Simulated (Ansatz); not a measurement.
PbI2:
```
PbI2
1.0
    4.46951     0.00000     0.00000
   -2.23476     3.87071     0.00000
    0.00000     0.00000     6.78453
Pb I
1 2
Direct
  0.00000   0.00000   0.00000
  0.33333   0.66667   0.27454
  0.66667   0.33333   0.72546
```

Relaxed with LDA. Special points in fractions of this cell's reciprocal vectors: Γ (0.000, 0.000, 0.000); M (0.500, 0.000, 0.000); K (0.333, 0.333, 0.000); A (0.000, 0.000, 0.500); L (0.500, 0.000, 0.500); H (0.333, 0.333, 0.500).

Q: List the band energies nearest the valence-band maximum at these points for DFT-LDA in the program Ansatz with PAW potentials.

A: In eV from the valence-band maximum; about four levels below and three above (degenerate sets whole), none deeper than 8.9 eV; points with the same levels are listed once.

| k | below | above |
|---|---|---|
| Γ | -1.19 -1.19 -1.16 -1.16 -0.92 | 2.24 3.17 3.17 |
| M | -2.41 -2.08 -0.93 -0.47 | 2.51 3.36 4.52 |
| K | -2.65 -2.09 -2.09 -1.09 | 4.13 4.13 4.50 |
| A | -1.40 -1.40 -0.89 -0.89 0.00 | 1.90 2.91 2.91 |
| L | -2.02 -1.75 -1.47 -0.84 | 2.85 3.44 3.99 |
| H | -3.15 -0.92 -0.92 -0.20 | 2.94 2.94 3.87 |

Space group P-3m1 (CdI2 type). The cell was relaxed with LDA under the symmetry of its start; of distortions, only those at the zone centre were tested. A crystal of weakly bound layers computed without a dispersion correction: the cell and the soft elastic constants depend strongly on that. Scalar-relativistic: spin–orbit coupling is off unless named, which matters more the heavier the elements.

Potentials: the later of the program's two PAW sets.
